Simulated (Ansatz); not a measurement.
NaCl (rock salt)

```
NaCl
1.0
    0.00000     2.84776     2.84776
    2.84776     0.00000     2.84776
    2.84776     2.84776     0.00000
Cl Na
1 1
Direct
  0.00000   0.00000   0.00000
  0.50000   0.50000   0.50000
```

These are PBE (plane waves to 420 eV, PAW, scalar-relativistic; Ansatz, an electronic-structure program) values and carry that method's errors. DFPT wavenumbers on a 8×8×8 k mesh, in cm⁻¹; i marks imaginary ones, q is in fractions of the reciprocal vectors of the cell shown, and the three acoustic modes at Γ are left out. The non-analytic (LO-TO) term is not included, so polar modes at Γ have their transverse values. NaCl was relaxed with its symmetry unable to fall.

Question: Does any mode at Γ, L = (0.5, 0.0, 0.0), X = (0.5, 0.5, 0.0) come out imaginary?

Answer: No imaginary mode at these points (lowest 83 cm⁻¹ at X = (0.5, 0.5, 0.0)); other wave vectors were not tested.

Question: Predict the phonon wavenumbers at Γ, L = (0.5, 0.0, 0.0), X = (0.5, 0.5, 0.0).

Answer: 
```json
[
 {"q": "Γ", "wavenumbers (cm⁻¹)": "151 (×3)"},
 {"q": "L = (0.5, 0.0, 0.0)", "wavenumbers (cm⁻¹)": "107 (×2), 126 (×2), 169, 208"},
 {"q": "X = (0.5, 0.5, 0.0)", "wavenumbers (cm⁻¹)": "83 (×2), 138, 160 (×2), 172"}
]
```
